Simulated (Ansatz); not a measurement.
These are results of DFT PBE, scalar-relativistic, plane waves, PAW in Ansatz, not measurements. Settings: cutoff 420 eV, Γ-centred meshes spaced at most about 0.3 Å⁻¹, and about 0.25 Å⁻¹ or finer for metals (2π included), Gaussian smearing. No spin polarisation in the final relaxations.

All energies are static (0 K, no zero-point motion). All come from trial cells, and lower structures may exist.

Question: Order these relaxed structures of MgCdTe₃ by energy, lowest first, with the energy over the lowest of them.
A.

```
Mg Cd Te
1.0
     3.96396    2.28859    3.24726
    -3.96396    2.28859    3.24726
     0.00000   -4.57718    3.24726
Mg Cd Te
1 1 3
Cartesian
  0.0000 0.0000 4.8709
  0.0000 0.0000 0.0000
  -1.3788 -2.3881 4.8709
  2.7575 0.0000 4.8709
  -1.3788 2.3881 4.8709
```

B.

```
Mg Cd Te
1.0
     5.50223    0.00000    0.00000
     0.00000    5.50223    0.00000
     0.00000    0.00000    5.50223
Mg Cd Te
1 1 3
Direct
  0.50000 0.50000 0.50000
  0.00000 0.00000 0.00000
  0.00000 0.50000 0.50000
  0.50000 0.00000 0.50000
  0.50000 0.50000 0.00000
```

C.

```
Mg Cd Te
1.0
     6.41366    0.00000    0.00000
    -3.20683    5.55439    0.00000
     0.00000    0.00000    5.52107
Mg Cd Te
1 1 3
Direct
  0.00000 0.00000 0.50000
  0.00000 0.00000 0.00000
  0.50000 0.00000 0.00000
  0.00000 0.50000 0.00000
  0.50000 0.50000 0.00000
```

D.

```
Mg Cd Te
1.0
     3.32728    1.92101    4.67885
    -3.32728    1.92101    4.67885
     0.00000   -3.84201    4.67885
Mg Cd Te
1 1 3
Cartesian
  0.0000 0.0000 0.0000
  0.0000 0.0000 7.0183
  0.0000 1.9210 4.6789
  -1.6636 -0.9605 4.6789
  1.6636 -0.9605 4.6789
```

Answer: A (0 meV/atom), D (312 meV/atom), B (500 meV/atom), C (580 meV/atom). Forms: A R32; D R-3m; B cubic perovskite type, Pm-3m; C P6/mmm. Counting Te atoms around Cd and Mg (those within 1.25 times the shortest such distance or 1.15 times the sum of covalent radii; the shortest distance is added where it exceeds 1.18 times the sum of covalent radii): A has Mg 3, Cd 6; D has Mg 6 from 3.3 Å, Cd 6; B has Mg 6, Cd 12 from 3.9 Å; C has Mg 12 from 4.2 Å, Cd 6.

Spin–orbit coupling, which can matter for Te, is left out. A magnetic state wasn't ruled out in cells without spin, among them Pm-3m. Cells relaxed within their symmetry can be saddle points. Some types were kept out of the candidates beforehand, so the set may lack a known form.
